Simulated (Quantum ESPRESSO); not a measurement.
# In4WCu3: input and log of a self-consistent run

Simulated, not a measurement. The program is pw.x of Quantum ESPRESSO 7.5 (plane-wave density functional theory). The cell is made up: eight metal atoms on a hexagonal close-packed lattice, with elements, volume, strain and displacements drawn at random and not relaxed, so it may be unstable or far from any real phase. PseudoDojo standard norm-conserving files set the functional (PBE unless stated); there is no spin polarisation or spin-orbit coupling, the Fermi-Dirac width of 0.25 eV means electrons at about 2900 K, and the masses in the input are unused placeholders. The copper pseudopotential is less sure than most, with forces differing by about three percent and pressure by about two GPa from a second method on plain copper. Heavy elements are run without spin-orbit coupling, which real alloys of them have. A spin test at this wide smearing found no moment, but such smearing suppresses magnetism that the real alloy may have.

Input:

```
&control calculation='scf', pseudo_dir='./dojo.nc.sr.pbe.v0_5.standard.upf', outdir='./o', disk_io='minimal', tprnfor=.true., tstress=.true. /
&system ibrav=0, nat=8, ntyp=3, nbnd=71, ecutwfc=92.02030273, nosym=.true., tot_charge=0,
 occupations='smearing', smearing='fd', degauss=0.0183746611
/
&electrons conv_thr=1.470e-08, electron_maxstep=70, mixing_beta=0.5 /
ATOMIC_SPECIES
Cu 1.0 Cu.upf
In 1.0 In.upf
W 1.0 W.upf
CELL_PARAMETERS angstrom
0.0019 5.3116 -0.0068
3.0756 -0.0052 4.9413
2.997 0.0074 -4.8922
ATOMIC_POSITIONS angstrom
In 0.0736 -0.109 -0.0151
W 3.0982 0.0434 0.1191
In 3.0923 1.7623 -2.4675
Cu 3.0812 1.7614 2.5364
Cu 1.4901 2.618 -0.0624
In 4.5638 2.6645 0.0447
Cu 1.4967 4.3922 -2.4489
In 1.5105 4.4561 2.4362
K_POINTS automatic
5 5 5 1 1 1
```

The log is shortened where brackets say so; the opening notice, blank lines, dates and the lines on written files are dropped, and the path of the files is cut. It prints rydbergs, bohrs and kilobars, and counts compression as positive stress. Its total energy is the free energy E - TS of the whole cell.

```
     Program PWSCF v.7.5
     Parallel version (MPI & OpenMP), running on       4 processor cores
     Number of MPI processes:                 4
     Threads/MPI process:                     1
     [start-up lines left out]
     bravais-lattice index     =            0
     lattice parameter (alat)  =      10.0375  a.u.
     unit-cell volume          =    1070.1531 (a.u.)^3
     number of atoms/cell      =            8
     number of atomic types    =            3
     number of electrons       =       123.00
     number of Kohn-Sham states=           71
     kinetic-energy cutoff     =      92.0203  Ry
     charge density cutoff     =     368.0812  Ry
     scf convergence threshold =      1.5E-08
     mixing beta               =       0.5000
     number of iterations used =            8  plain     mixing
     Exchange-correlation= PBE
                           (   1   4   3   4   0   0   0)
     [axes and pseudopotential details left out]
   Cartesian axes
     site n.     atom                  positions (alat units)
         1        In     tau(   1) = (   0.0138565  -0.0205211  -0.0028428  )
         2        W      tau(   2) = (   0.5832889   0.0081708   0.0224226  )
         3        In     tau(   3) = (   0.5821781   0.3317830  -0.4645489  )
         4        Cu     tau(   4) = (   0.5800883   0.3316135   0.4775205  )
         5        Cu     tau(   5) = (   0.2805367   0.4928831  -0.0117479  )
         6        In     tau(   6) = (   0.8592130   0.5016375   0.0084155  )
         7        Cu     tau(   7) = (   0.2817793   0.8269064  -0.4610471  )
         8        In     tau(   8) = (   0.2843773   0.8389367   0.4586561  )
     number of k points=    63  Fermi-Dirac smearing, width (Ry)=  0.0184
                       cart. coord. in units 2pi/alat
        k(    1) = (   0.1749108   0.0999359  -0.0012700), wk =   0.0320000
        k(    2) = (   0.3507325   0.0997329  -0.1107065), wk =   0.0320000
     [further k points left out]
     Dense  grid:   127659 G-vectors     FFT dimensions: (  64,  72,  72)
     Estimated max dynamical RAM per process >     497.21 MB
     Estimated total dynamical RAM >       1.85 GB
     Initial potential from superposition of free atoms
     starting charge     122.9829, renormalised to     123.0000
     Starting wfcs are   76 randomized atomic wfcs
     total cpu time spent up to now is        9.4 secs
     per-process dynamical memory:   395.5 Mb
     Self-consistent Calculation
     iteration #  1     ecut=    92.02 Ry     beta= 0.50
     Davidson diagonalization with overlap
     ethr =  1.00E-02,  avg # of iterations =  4.4
     total cpu time spent up to now is       37.3 secs
     total energy              =   -1817.85100011 Ry
     estimated scf accuracy    <       4.57644333 Ry
     iteration #  2     ecut=    92.02 Ry     beta= 0.50
     Davidson diagonalization with overlap
     ethr =  3.72E-03,  avg # of iterations =  3.3
     total cpu time spent up to now is       68.1 secs
     total energy              =   -1819.94036177 Ry
     estimated scf accuracy    <      15.07946767 Ry
     iteration #  3     ecut=    92.02 Ry     beta= 0.50
     Davidson diagonalization with overlap
     ethr =  3.72E-03,  avg # of iterations =  4.7
     total cpu time spent up to now is       97.8 secs
     total energy              =   -1820.72631040 Ry
     estimated scf accuracy    <       1.56095527 Ry
     iteration #  4     ecut=    92.02 Ry     beta= 0.50
     Davidson diagonalization with overlap
     ethr =  1.27E-03,  avg # of iterations =  2.2
     total cpu time spent up to now is      123.3 secs
     total energy              =   -1820.63669827 Ry
     estimated scf accuracy    <       0.62004205 Ry
     iteration #  5     ecut=    92.02 Ry     beta= 0.50
     Davidson diagonalization with overlap
     ethr =  5.04E-04,  avg # of iterations =  2.7
     total cpu time spent up to now is      148.4 secs
     total energy              =   -1820.72829726 Ry
     estimated scf accuracy    <       0.08519514 Ry
     [iterations 6 to 10 left out]
     iteration # 11     ecut=    92.02 Ry     beta= 0.50
     Davidson diagonalization with overlap
     ethr =  1.36E-08,  avg # of iterations =  5.3
     total cpu time spent up to now is      303.9 secs
     total energy              =   -1820.73458762 Ry
     estimated scf accuracy    <       0.00002072 Ry
     iteration # 12     ecut=    92.02 Ry     beta= 0.50
     Davidson diagonalization with overlap
     ethr =  1.36E-08,  avg # of iterations =  2.0
     total cpu time spent up to now is      328.3 secs
     total energy              =   -1820.73459001 Ry
     estimated scf accuracy    <       0.00000036 Ry
     iteration # 13     ecut=    92.02 Ry     beta= 0.50
     Davidson diagonalization with overlap
     ethr =  2.91E-10,  avg # of iterations =  3.8
     total cpu time spent up to now is      359.0 secs
     total energy              =   -1820.73459008 Ry
     estimated scf accuracy    <       0.00000036 Ry
     iteration # 14     ecut=    92.02 Ry     beta= 0.50
     Davidson diagonalization with overlap
     ethr =  2.90E-10,  avg # of iterations =  1.1
     total cpu time spent up to now is      382.8 secs
     total energy              =   -1820.73459010 Ry
     estimated scf accuracy    <       0.00000004 Ry
     iteration # 15     ecut=    92.02 Ry     beta= 0.50
     Davidson diagonalization with overlap
     ethr =  3.27E-11,  avg # of iterations =  2.1
     total cpu time spent up to now is      411.3 secs
     End of self-consistent calculation
     [lines on levels left out]
!    total energy              =   -1820.73459010 Ry
     estimated scf accuracy    <          5.5E-10 Ry
     smearing contrib. (-TS)   =      -0.07198530 Ry
     internal energy E=F+TS    =   -1820.66260481 Ry
     The total energy is F=E-TS. E is the sum of the following terms:
     one-electron contribution =    -964.31533553 Ry
     hartree contribution      =     558.74947476 Ry
     xc contribution           =    -333.13847761 Ry
     ewald contribution        =   -1081.95826643 Ry
     convergence has been achieved in  15 iterations
     Forces acting on atoms (cartesian axes, Ry/au):
     atom    1 type  2   force =     0.01622703    0.01646137   -0.02694954
     atom    2 type  3   force =    -0.00150670   -0.00555558   -0.00439809
     atom    3 type  2   force =    -0.02697427    0.00197405    0.02568932
     atom    4 type  1   force =     0.00935456   -0.00511104   -0.01385765
     atom    5 type  1   force =     0.01276644   -0.00387757   -0.00453408
     atom    6 type  2   force =    -0.03287266   -0.01038439    0.02161855
     atom    7 type  1   force =    -0.00816543    0.00862581    0.00402125
     atom    8 type  2   force =     0.03117103   -0.00213264   -0.00158975
     Total force =     0.077463     Total SCF correction =     0.000120
     Computing stress (Cartesian axis) and pressure
          total   stress  (Ry/bohr**3)                   (kbar)     P=      -60.07
  -0.00060418   0.00002424   0.00019028          -88.88        3.57       27.99
   0.00002424  -0.00026672   0.00001120            3.57      -39.24        1.65
   0.00019028   0.00001120  -0.00035408           27.99        1.65      -52.09
     init_run     :      8.99s CPU      9.23s WALL (       1 calls)
     electrons    :    398.44s CPU    401.98s WALL (       1 calls)
     forces       :      2.68s CPU      2.69s WALL (       1 calls)
     stress       :      9.82s CPU     10.00s WALL (       1 calls)
     [timing details left out]
     PWSCF        :   7m 0.10s CPU   7m 4.09s WALL
     JOB DONE.
```

In other units: free energy -24772.356 eV for the cell, pressure -6.01 GPa, largest force component 0.845 eV/Å in size. The run took 426 s of wall time with four MPI processes on a shared machine (AMD EPYC, Zen 5, virtual cores), so the time is rough. A rerun of this cell at a higher cutoff and on a denser mesh moved values by no more than 0.009 eV in energy, 0.10 GPa in stress and 0.007 eV/Å in force, and a second program with other atomic files agreed on that cell to 2 % rms in force and 0.5 GPa in pressure.